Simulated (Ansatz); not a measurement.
Starting structure, B put at a bridge W-W site (W, Im-3m (No. 229), (1 0 0) face):

```
CELL_PARAMETERS angstrom
3.15436 0.00000 0.00000
0.00000 3.15436 0.00000
0.00000 0.00000 25.30872
ATOMIC_POSITIONS crystal
W 0.50000 0.50000 0.33585
W 0.00000 0.00000 0.39817
W 0.50000 0.50000 0.45913
W 0.00000 0.00000 0.52330
W 0.50000 0.50000 0.57849
B 0.00000 0.50000 0.65356
```

Level of theory: Ansatz 0.2.0, DFT PBEsol, scalar-relativistic, plane waves, PAW. Cutoff 420 eV; k points 9×9×1 on the computed 6-atom cell (Γ-centred); Gaussian smearing, width 0.10 eV; no spin polarisation. A dipole correction removes the field between periodic images along c.

Atoms 1, 2 (counted from 1) are held. The cell is fixed. Force threshold 0.03 eV/Å.

```
step E − E_final (eV) largest force (eV/Å)
   1             0.993                 3.823
   2             0.138                 1.492
   3             0.035                 0.854
   4             0.001                 0.122
   5             0.000                 0.007
   6             0.000                 0.007
```

Question: What is the final structure?

Answer:
```xyz
6
Lattice="3.1544 0.0000 0.0000 0.0000 3.1544 0.0000 0.0000 0.0000 25.3087" Properties=species:S:1:pos:R:3 pbc="T T T"
W     1.5772    1.5772    8.5000
W     0.0000    0.0000   10.0772
W     1.5772    1.5772   11.6279
W     0.0000    0.0000   13.2287
W     1.5772    1.5772   14.7850
B     0.0000    1.5772   16.1751
```

The end is the local minimum or symmetric point that this start leads to. The slab is only 6.3 Å thick, so the energy isn't converged with thickness.

Spin–orbit coupling is left out, which can shift energies with elements as heavy as these.

Cost: 1 run of about 1.3 core-minutes, on Intel Xeon 6975P-C (Granite Rapids) (shared hosts).